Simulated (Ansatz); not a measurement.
**SbH3: forces and stress of a distorted cell**

System: SbH3 placed on the sites of the Cu3Au structure (a generated, not necessarily known, phase), then sheared and rattled, expanded.

PBE on all-electron PAW with datasets made for this cell: scalar-relativistic, Dirac core shells, point nucleus (Ansatz). Coarse mesh: 2×2×2 (half-step shift), σ = 0.15 eV (Fermi–Dirac). In metals such a mesh can move stress, forces and moments by their own size. No spin polarisation. Labels count atoms in the order given.

```
CELL_PARAMETERS angstrom
3.46475 0.01329 -0.03056
0.01329 3.63900 -0.06059
-0.03056 -0.06059 3.39873
ATOMIC_POSITIONS crystal
Sb 0.19032 0.29744 0.60582
H 0.15765 0.78541 0.04215
H 0.67932 0.35048 0.10422
H 0.71599 0.89620 0.65415
```

```
atom  Fx (eV/Å)  Fy (eV/Å)  Fz (eV/Å)
 Sb1     -0.103     -0.633      0.443
  H2      0.141      0.761      0.121
  H3      0.110     -0.193     -0.272
  H4     -0.148      0.065     -0.292
```

Stress xx yy zz yz xz xy in GPa, positive in compression: -8.15 -15.60 -3.38 3.28 1.33 0.02.

- Pressure: -9.04 GPa
- Largest force: 0.784 eV/Å
